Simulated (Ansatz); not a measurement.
## Zr3Cd: do energies and stresses tell the same story?

These are results of Ansatz, DFT r2SCAN, scalar-relativistic, plane waves, PAW, not measurements.

Cutoff 500 eV; k points 10×10×10 on the computed 4-atom cell (Γ-centred); Gaussian smearing, width 0.10 eV; no spin polarisation.

Relaxed cell: Pm-3m, a = 4.452 Å, b = 4.452 Å, c = 4.452 Å, α = 90.00°, β = 90.00°, γ = 90.00°, 4 atoms in the primitive cell. Whether it is the stable form of this composition wasn't checked.

Energies at zero smearing and pressures from the stress tensor, at volumes with shape and atoms relaxed:
| V (Å³/atom) | E − E(first) (meV/atom) | P (GPa) |
| --- | --- | --- |
| 20.730 | 0.00 | 6.68 |
| 21.392 | -20.06 | 3.10 |
| 22.054 | -26.23 | 0.00 |
| 22.715 | -20.42 | -2.67 |
| 23.377 | -4.31 | -4.98 |

Problem. Check P = −dE/dV between neighbouring volumes, and get the bulk modulus from the pressures alone.

Solution. With 1 eV/Å³ = 160.2 GPa:
```json
{"middle V (Å³/atom)": "21.061", "−ΔE/ΔV (GPa)": "4.857", "mean P (GPa)": "4.888"}
{"middle V (Å³/atom)": "21.723", "−ΔE/ΔV (GPa)": "1.496", "mean P (GPa)": "1.548"}
{"middle V (Å³/atom)": "22.384", "−ΔE/ΔV (GPa)": "-1.409", "mean P (GPa)": "-1.338"}
{"middle V (Å³/atom)": "23.046", "−ΔE/ΔV (GPa)": "-3.901", "mean P (GPa)": "-3.826"}
```

The two differ by 0.07 GPa at most. The mean of two end pressures misses the average over a step by about ΔV² P″/12, up to 0.04 GPa here; with that taken off 0.05 GPa remains. The stress is the derivative of the free energy, not of the energy at zero smearing, and with free energies 0.00 GPa remains. Around V = 22.054 Å³/atom, the two neighbours give B = −V ΔP/ΔV = 22.054 × 5.77 / 1.323 = 96.2 GPa, against B0 = 96.5 GPa from the Birch–Murnaghan fit of the energies.